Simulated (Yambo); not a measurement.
A G0W0@PBEsol run in Yambo for a free-standing AlCl₃ monolayer (symmetry P-31m, slab cell 15.7 Å high) (6×6×1 Γ-centred k mesh, 178 bands and a 5 Ry block in the screening, 178 bands in G with the Bruneval-Gonze terminator, plasmon pole fitted at 27.2 eV, slab-truncated Coulomb interaction, stochastic integration of W near q = 0) gives these matrix elements, in eV, at the band edges (M → M):

| state | E0 | <Vxc> | <Σx> | <Σc(E0)> | Z |
|---|---|---|---|---|---|
| valence edge | 0.000 | -14.543 | -19.061 | 2.180 | 0.822 |
| conduction edge | 5.555 | -11.033 | -6.371 | -2.584 | 0.850 |

Solve the linearised quasiparticle equation for both states, give the gap, and say how exchange and correlation each act on it.

E = E0 + Z(Σx + Σc − Vxc). Valence: 0.000 + 0.822 × (-19.061 + (2.180) − (-14.543)) = -1.92 eV. Conduction: 5.555 + 0.850 × (-6.371 + (-2.584) − (-11.033)) = 7.32 eV. The gap is 9.24 eV, against 5.55 eV in PBEsol. Replacing Vxc by bare exchange alone would open it by 9.18 eV; correlation takes back 4.76 eV of that, and Z scales what is left. Convergence of the G0W0 settings was not tested. 

Geometry relaxed with PBEsol; primitive cell a = 5.930 Å, b = 5.930 Å, c = 15.700 Å, α = 90.00°, β = 90.00°, γ = 120.00°.

This is a model layer cut from the bulk structure; whether it is stable on its own was not checked.
